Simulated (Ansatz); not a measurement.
Bi2Pt:
```cif
data_Bi8Pt4
_chemical_formula_sum 'Bi8 Pt4'
_space_group_name_H-M_alt 'P 1'
_space_group_IT_number 1
_cell_length_a 6.72112
_cell_length_b 6.72112
_cell_length_c 6.72112
_cell_angle_alpha 90.000
_cell_angle_beta 90.000
_cell_angle_gamma 90.000
loop_
_space_group_symop_operation_xyz
  'x, y, z'
loop_
_atom_site_label
_atom_site_type_symbol
_atom_site_fract_x
_atom_site_fract_y
_atom_site_fract_z
_atom_site_occupancy
Bi1 Bi 0.37008 0.37008 0.37008 1
Bi2 Bi 0.62992 0.62992 0.62992 1
Bi3 Bi 0.12992 0.62992 0.87008 1
Bi4 Bi 0.87008 0.37008 0.12992 1
Bi5 Bi 0.87008 0.12992 0.62992 1
Bi6 Bi 0.12992 0.87008 0.37008 1
Bi7 Bi 0.62992 0.87008 0.12992 1
Bi8 Bi 0.37008 0.12992 0.87008 1
Pt1 Pt 0.00000 0.00000 0.00000 1
Pt2 Pt 0.50000 0.00000 0.50000 1
Pt3 Pt 0.50000 0.50000 0.00000 1
Pt4 Pt 0.00000 0.50000 0.50000 1
```

Relaxed with PBEsol.

Task: Which orbitals make up the states near the Fermi level in PBEsol in the plane-wave PAW code Ansatz?

Result: Within 0.5 eV of the Fermi level: Bi 6p 72 %, Pt 5d 16 %, Bi 6s 6 %. Projections are on Löwdin-orthogonalised atomic valence shells; empty p or d shells of many metals are not among them.

Task: Tabulate the density of states.

Result: States/eV per cell of 12 atoms, in 0.25 eV bins, energy from the Fermi level.

```csv
E (eV),total,Bi 6p,Pt 5d,Pt 6s
-7.85,0.00,0.00,0.00,0.00
-7.60,0.00,0.00,0.00,0.00
-7.35,0.00,0.00,0.00,0.00
-7.10,0.00,0.00,0.00,0.00
-6.85,0.00,0.00,0.00,0.00
-6.60,0.00,0.00,0.00,0.00
-6.35,0.00,0.00,0.00,0.00
-6.10,0.00,0.00,0.00,0.00
-5.85,0.00,0.00,0.00,0.00
-5.60,1.25,0.80,0.16,0.25
-5.35,14.16,8.11,2.98,2.37
-5.10,6.33,3.57,1.62,0.81
-4.85,10.29,5.67,3.76,0.56
-4.60,15.25,6.66,7.66,0.59
-4.35,15.59,5.01,10.09,0.24
-4.10,9.94,2.92,6.58,0.23
-3.85,9.40,2.79,5.87,0.35
-3.60,14.79,4.01,9.81,0.39
-3.35,21.19,3.80,16.44,0.35
-3.10,26.42,1.99,23.48,0.48
-2.85,23.94,1.51,21.35,0.50
-2.60,14.64,2.66,10.55,0.54
-2.35,8.39,3.17,4.35,0.31
-2.10,3.58,1.68,1.64,0.06
-1.85,9.70,4.86,4.20,0.10
-1.60,9.79,5.30,3.61,0.22
-1.35,8.64,5.51,2.30,0.22
-1.10,5.66,4.01,1.16,0.11
-0.85,6.92,5.10,1.18,0.14
-0.60,7.34,5.59,1.05,0.13
-0.35,8.72,6.82,1.06,0.15
-0.10,4.56,3.23,0.69,0.11
0.15,2.47,1.54,0.53,0.07
0.40,5.23,3.31,1.09,0.14
0.65,5.55,3.51,1.18,0.16
0.90,5.15,3.28,1.07,0.16
1.15,4.65,3.08,0.85,0.17
1.40,5.53,3.78,0.89,0.20
1.65,3.70,2.55,0.57,0.15
1.90,4.99,3.43,0.74,0.26
2.15,5.89,4.09,0.82,0.30
2.40,5.44,3.85,0.69,0.29
2.65,4.95,3.55,0.58,0.30
2.90,6.39,4.68,0.68,0.35
3.15,8.70,6.52,0.95,0.40
3.40,10.38,7.81,1.07,0.51
3.65,6.81,5.17,0.58,0.40
3.90,5.06,3.78,0.36,0.36
4.15,3.73,2.64,0.24,0.39
4.40,5.14,2.81,0.22,1.24
4.65,5.38,2.59,0.19,1.54
```

Space group Pa-3. The first step of the workflow began from a Materials Project structure, measured or hypothetical; the Crystallography Open Database files this formula in space group No. 205, but the cells were not matched. Its standing as an ambient phase is unchecked. Symmetry was held in the PBEsol relaxation; whether a distortion lowers the energy is not shown. No spin polarisation was allowed. Spin–orbit coupling is left out wherever it is not named.

Potentials: the later of the program's two PAW sets.
